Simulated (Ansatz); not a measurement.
## Two states of NiPtF6

```
Ni F Pt
1.0
     2.49378    1.43978    4.61324
    -2.49378    1.43978    4.61324
     0.00000   -2.87957    4.61324
Ni F Pt
1 6 1
Direct
  0.50000 0.50000 0.50000
  0.24200 0.62700 0.88200
  0.88200 0.24200 0.62700
  0.62700 0.88200 0.24200
  0.75800 0.37300 0.11800
  0.11800 0.75800 0.37300
  0.37300 0.11800 0.75800
  0.00000 0.00000 0.00000
```

Method: r2SCAN, with U_eff = 4.07 eV on Ni d (all-electron-ortho-atomic projectors); PAW, plane waves to 500 eV, 5×5×5 Γ-centred mesh, fermi-dirac occupations (width 0.1 eV) (Ansatz 0.2.0), atoms fixed.

State A: Ni1 up (collinear spin). State B: no moments (no spin polarisation).

Task: Which state is lower, and how do they differ?

Result: State A is lower by 375.6 meV an atom at zero smearing; in free energy at this smearing B lies +375.1 meV an atom from A.

```csv
state,free energy (meV/atom),largest moment in a small sphere (μB),net moment (μB/cell),gap on mesh (eV),pressure (GPa),largest force (eV/Å)
A,0.0,1.76,2.00,2.94,4.2,0.49
B,375.1,0.00,0.00,0.87,3.7,1.70
```

Origin: a database entry at a rescaled volume. Caveats: no spin-orbit coupling, which can shift this gap by tenths of an eV; gaps of Fe, Co and Ni magnets come out low on these datasets; the state breaks the symmetry of the cell; an odd or shifted mesh can miss the band edges, so this level's true gap may be smaller; atoms or cell far from equilibrium.
